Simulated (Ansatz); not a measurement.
BAs in space group P4_2/mnm (No. 136; B on 4g, As on 4f), DFT-PBE in the program Ansatz with PAW potentials. The conduction-band minimum lies on the Γ–Z line, 58 % of the way from Γ, with 2 equivalent valleys. Second derivatives d²E/dk² of the lowest band at one valley (eV·Å²), along Cartesian directions:

```
direction  d²E/dk²
---------  -------
[100]        21.62
[010]        21.62
[001]        16.43
[110]        21.62
[101]        19.03
[011]        19.03
```

Task: Find the principal effective masses, the density-of-states mass and the conductivity mass.

Result: Off-diagonal terms follow from H_xy = H[110] − (H_xx + H_yy)/2, and m*/mₑ = 7.620 eV·Å² over each eigenvalue: 0.35, 0.35, 0.46. One valley's DOS mass (m₁m₂m₃)^(1/3) = 0.39, conductivity mass 3/(Σ 1/mᵢ) = 0.38 mₑ.

Task: What effective density of states Nc follows at 300 K for parabolic valleys?

Result: Nc = 2.509e19 × 2 × (0.39)^(3/2) ≈ 1.2e19 cm⁻³.

The start of the workflow was typed in or built on a structure type; neither database checked (COD, Materials Project) lists it. It is not the phase usual at ambient conditions (space group No. 216). Symmetry was held in the PBE relaxation; its stability against distortions is not shown here. Spin–orbit coupling is left out wherever it is not named.

Potentials: the later of the program's two PAW sets.

Edges and masses are those of Kohn–Sham bands, whose gap is no quasiparticle gap.
